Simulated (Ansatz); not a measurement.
# YMnO3: a fit and a missing row

YMnO3, P6_3/mmc, a = 3.563 Å, c = 11.166 Å. The structure is a COD entry; whether it is the stable form wasn't checked. Ansatz: PBEsol, PAW, 420 eV, Γ-centred 12×12×4 mesh on 10 atoms, Gaussian smearing 0.10 eV; collinear spin, largest moment 3.1 μB. Shape and atoms are relaxed at each volume; pressure is positive in compression.

```
V (Å³/atom) P (GPa)
     11.542    11.81
     11.910     5.60
     12.279     0.00
     12.647    -4.82
     13.015        ?
```

Take V0 = 12.279 Å³/atom, fit the third-order Birch–Murnaghan form to the other rows, and predict the missing pressure.

With the Eulerian strain f = ½[(V0/V)^(2/3) − 1] and y = P/[3f(1 + 2f)^(5/2)], the form is the line y = B0 + 1.5 B0 (B0′ − 4) f. Rows (f, y): 0.02106, 168.6; 0.01027, 172.8; -0.00975, 173.1. Means f = 0.007193, y = 171.50; Σ(Δf)² = 0.0004888, ΣΔfΔy = -0.06332; the slope is their ratio. y = 172.4 − 129.5 f GPa, so B0 = 172.4 GPa and B0′ = 4 + 2 × (-129.5)/(3 × 172.4) = 3.50. At V = 13.015, f = -0.01903, y = 174.86 and P = -9.06 GPa. The run gave -8.91 GPa, so the fit is 0.15 GPa too low, 0.72 % of the span of the series, against an rms of 0.05 GPa on the fitted rows. The row lies outside the fitted range. The records show no cause, and too few rows are left to test a further term.

The state reached may not be the lowest one. The program reads another magnetic order as possibly lower. Moments started parallel, and an antiferromagnetic order may lie lower.